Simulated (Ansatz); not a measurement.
This cell of Sb (A7 type, space group R-3m) is off equilibrium:

```
CELL_PARAMETERS angstrom
      2.22865     1.28671     3.64343
     -2.22865     1.28671     3.64343
      0.00000    -2.57342     3.64343
ATOMIC_POSITIONS crystal
  Sb 0.23639 0.23639 0.23639
  Sb 0.76361 0.76361 0.76361
```

Method: PBE-D3(BJ) (plane waves to 420 eV, PAW, scalar-relativistic; Ansatz, a quantum-chemistry and plane-wave program). k mesh 13×13×13 (Γ-centred), Fermi-Dirac smearing 0.05 eV. E stands for the smeared free energy. Stress and pressure are positive under compression. As the atoms are clamped, bonds stretch with the cell, which overstates energies and stresses. With partly filled bands, the response to shear is sensitive to the k mesh, so small differences along c/a are uncertain. Sb was relaxed with its symmetry unable to fall. Spin-orbit coupling is left out, though Sb is heavy. The PAW data are Ansatz's earlier set.

Q: Give the stress tensor in GPa and the pressure.

A: 
```
   -3.6      0.0      0.0
    0.0     -3.6      0.0
    0.0      0.0     -1.5
```
The pressure, a third of the trace, is -2.9 GPa.

Q: It is the relaxed cell deformed to V/V₀ = 1.053, (c/a)/(c/a)₀ = 0.960, c along z, fractional positions held. What is its energy relative to the relaxed cell?

A: 21 meV/atom.

(Under strain, the slope of the energy per volume gives the stress and its curvature an elastic modulus.)
